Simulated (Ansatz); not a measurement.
GaP (wurtzite, P6_3mc), LDA (plane waves, PAW; program Ansatz). The conduction-band minimum lies at Γ, with 1 equivalent valley. Second derivatives d²E/dk² of the lowest band at one valley (eV·Å²), along Cartesian directions:

| direction | d²E/dk² |
|---|---|
| [100] | 61.81 |
| [010] | 61.81 |
| [001] | 6.554 |
| [110] | 61.81 |
| [101] | 34.23 |
| [011] | 34.23 |

**Question.** Find the principal effective masses, the density-of-states mass and the conductivity mass.

**Answer.** Off-diagonal terms follow from H_xy = H[110] − (H_xx + H_yy)/2, and m*/mₑ = 7.620 eV·Å² over each eigenvalue: 0.12, 0.12, 1.2. One valley's DOS mass (m₁m₂m₃)^(1/3) = 0.26, conductivity mass 3/(Σ 1/mᵢ) = 0.18 mₑ.

**Question.** What effective density of states Nc follows at 300 K for parabolic valleys?

**Answer.** Nc = 2.509e19 × 1 × (0.26)^(3/2) ≈ 3.3e18 cm⁻³.

**Question.** With the computed static dielectric constant 12.2 (mean of the diagonal), estimate a hydrogenic donor's binding energy and radius.

**Answer.** E = 13.606 eV × 0.18/12.2² ≈ 16 meV; a = 0.529 Å × ε/m* ≈ 36 Å. Semilocal masses tend to be too small when the gap is underestimated.

The workflow started from a Materials Project entry (that database holds measured and hypothetical structures alike); the Crystallography Open Database copy checked does not list it. It is not the phase usual at ambient conditions (space group No. 216). The LDA relaxation kept the symmetry of its start; its stability against distortions is not shown here. Spin–orbit coupling is left out wherever it is not named.

Potentials: the later of the program's two PAW sets.
